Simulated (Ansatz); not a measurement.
S:
```xyz
32
Lattice="0.0000 6.6039 12.4570 5.3987 0.0000 12.4570 5.3987 6.6039 0.0000" Properties=species:S:1:pos:R:3 pbc="T T T"
S      8.3031    10.9115    20.6038
S      7.8931     8.9002    20.6038
S      8.3031     8.9002    16.7673
S      7.8931    10.9115    16.7673
S      5.1937     5.5982    10.5388
S      5.6038     7.6096    10.5388
S      5.1937     7.6096    14.3753
S      5.6038     5.5982    14.3753
S      9.8553    11.2866    21.9016
S      6.3409     8.5252    21.9016
S      9.8553     8.5252    15.4695
S      6.3409    11.2866    15.4695
S      3.6416     5.2232     9.2410
S      7.1559     7.9846     9.2410
S      3.6416     7.9846    15.6731
S      7.1559     5.2232    15.6731
S      9.0730     5.3128    11.2388
S      1.7245     7.8950    11.2388
S      9.0730     7.8950    13.6752
S      1.7245     5.3128    13.6752
S      4.4239     4.5930     7.4467
S      6.3736     8.6148     7.4467
S      4.4239     8.6148    17.4673
S      6.3736     4.5930    17.4673
S      3.6356    10.3326    12.5482
S      7.1619     2.8752    12.5482
S      3.6356     2.8752    12.3658
S      7.1619    10.3326    12.3658
S      4.4625     6.1772     6.1373
S      6.3350     7.0306     6.1373
S      4.4625     7.0306    18.7767
S      6.3350     6.1772    18.7767
```

Relaxed with r²SCAN. Special points in fractions of this cell's reciprocal vectors: Γ (0.000, 0.000, 0.000); Y (0.500, 0.000, 0.500); T (1.000, 0.500, 0.500); Z (0.500, 0.500, 0.000); Σ0 (0.000, 0.464, 0.464); U0 (1.000, 0.536, 0.536); C0 (0.500, 0.130, 0.630); A0 (0.500, 0.870, 0.370); L (0.500, 0.500, 0.500).

Task: List the band energies nearest the valence-band maximum at these points for the program Ansatz at the r²SCAN level (PAW).

Result: In eV from the valence-band maximum; about four levels below and three above (degenerate sets whole), none deeper than 8.9 eV; points with the same levels are listed once.

| k | below | above |
|---|---|---|
| Γ | -0.75 -0.75 -0.72 -0.26 0.00 | 2.59 2.66 2.72 |
| Y | -0.64 -0.64 -0.32 -0.32 | 2.58 2.58 2.77 2.77 |
| T | -0.61 -0.61 -0.36 -0.36 | 2.48 2.48 2.64 2.64 |
| Z | -0.78 -0.78 -0.11 -0.11 | 2.65 2.65 2.81 2.81 |
| Σ0 | -0.63 -0.57 -0.40 -0.32 | 2.47 2.49 2.61 |
| C0 | -0.65 -0.65 -0.32 -0.32 | 2.58 2.58 2.84 2.84 |
| L | -0.63 -0.54 -0.50 -0.18 | 2.66 2.72 2.75 |

Space group Fddd (α-S8). The r²SCAN relaxation kept the symmetry of its start. A crystal of weakly bound molecules computed without a dispersion correction: the cell and the soft elastic constants depend strongly on that.

Potentials: the later of the program's two PAW sets.
